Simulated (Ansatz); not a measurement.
**CdS: from a starting cell to a relaxed one**

The start is a generated trial cell of CdS in the wurtzite structure type. A full variable-cell relaxation at zero pressure is run with PBEsol (plane waves to 420 eV, PAW, scalar-relativistic; Ansatz, an electronic-structure program). The first steps use a coarse 7×7×4 k-mesh.

Input geometry:
```yaml
crystal:
  lattice:
    - [4.13559, 0.00000, 0.00000]
    - [-2.06779, 3.58152, 0.00000]
    - [0.00000, 0.00000, 6.77313]
  atoms:
    - { symbol: Cd, position: [0.66667, 0.33333, 0.00000] }
    - { symbol: Cd, position: [0.33333, 0.66667, 0.50000] }
    - { symbol: S, position: [0.66667, 0.33333, 0.62520] }
    - { symbol: S, position: [0.33333, 0.66667, 0.12520] }
```

### Question
How does the volume per atom move from start to end?

### Answer
-1.5 %, from 25.08 to 24.70 Å³/atom.

### Question
How do the shortest distances between atoms change?

### Answer
The closest pairs of elements (up to four, under 3.6 Å), start → end: Cd–S 2.53 → 2.52 Å.

### Question
Is the relaxed structure metallic? Give its gap.

### Answer
1.09 eV, direct at Γ (no spin-orbit coupling).

### Question
What does it relax into? Give the structure.

### Answer

Space group P6₃mc (No. 186); a = b = 4.1231 Å, c = 6.7119 Å, α = β = 90.00°, γ = 120.00°

```
atom  site  symmetry       x       y       z
----  ----  --------  ------  ------  ------
Cd      2b       3m.  0.6667  0.3333  0.0007
S       2b       3m.  0.3333  0.6667  0.1245
```

The space group stays P6₃mc (No. 186) (the run could not lower it); the end is wurtzite type, with 4 atoms in the primitive cell. Final values are on a 9×9×5 k-mesh of the relaxed cell. No spin polarisation in the result.

The run could not lose the symmetry of its start; a randomly shaken copy of 4 atoms returns to this structure.
